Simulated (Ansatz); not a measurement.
Polymorphs of Ge2Mo, each relaxed with the program Ansatz at the LDA level (PAW):

A: MoSi2 or CaC2 type (I4/mmm)
a = 3.276 Å, b = 3.276 Å, c = 8.127 Å, α = 90.00°, β = 90.00°, γ = 90.00°

| atom | site | symmetry | x | y | z |
|---|---|---|---|---|---|
| Ge | 4e | 4mm | 0.0000 | 0.0000 | 0.3379 |
| Mo | 2a | 4/mmm | 0.0000 | 0.0000 | 0.0000 |

B: Pnma
a = 6.2762 Å, b = 3.4115 Å, c = 8.4929 Å, α = 90.00°, β = 90.00°, γ = 90.00°

| atom | site | symmetry | x | y | z |
|---|---|---|---|---|---|
| Ge | 4c | .m. | 0.3643 | 0.2500 | 0.4591 |
| Mo | 4c | .m. | 0.2497 | 0.2500 | 0.1713 |
| Ge | 4c | .m. | 0.0621 | 0.7500 | 0.3675 |

### Question
Rank these by energy per atom at 0 K (lowest first), as LDA gives it.

### Answer
B (+0 meV/atom), A (+15 meV/atom)

Standing as an ambient phase not checked: A; B. All cells were relaxed under the symmetry of their starts (and spin orders); stability against distortions was not tested throughout. Rows with no word on spin ran without spin polarisation. Scalar-relativistic: spin–orbit coupling is off unless named, which matters more the heavier the elements.

Energies hold the estimated change up to a 700 eV cutoff; steps of a few meV lie near the error of the meshes.

Potentials: the later of the program's two PAW sets.
